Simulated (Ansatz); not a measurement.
Question: AgW (L1₀ or tetragonal B2, space group No. 123) is relaxed with r²SCAN (plane waves, PAW; program Ansatz). What lattice parameters of the conventional cell result?

Answer: a = 2.666 Å, c = 4.554 Å.

Space group P4/mmm (L1₀ or tetragonal B2). The start of the workflow was typed in or built on a structure type; neither database checked (COD, Materials Project) lists it. Whether it is the stable phase at ambient conditions was not checked. Symmetry was held in the r²SCAN relaxation. At this level the phase is mechanically unstable. No spin polarisation was allowed. Its formation energy is positive at this level, so the cell may be metastable or incomplete. Axis ratios of metals converge slowly with the k-mesh, so a and c are less sure than the volume. Spin–orbit coupling is left out wherever it is not named.

Potentials: the later of the program's two PAW sets.
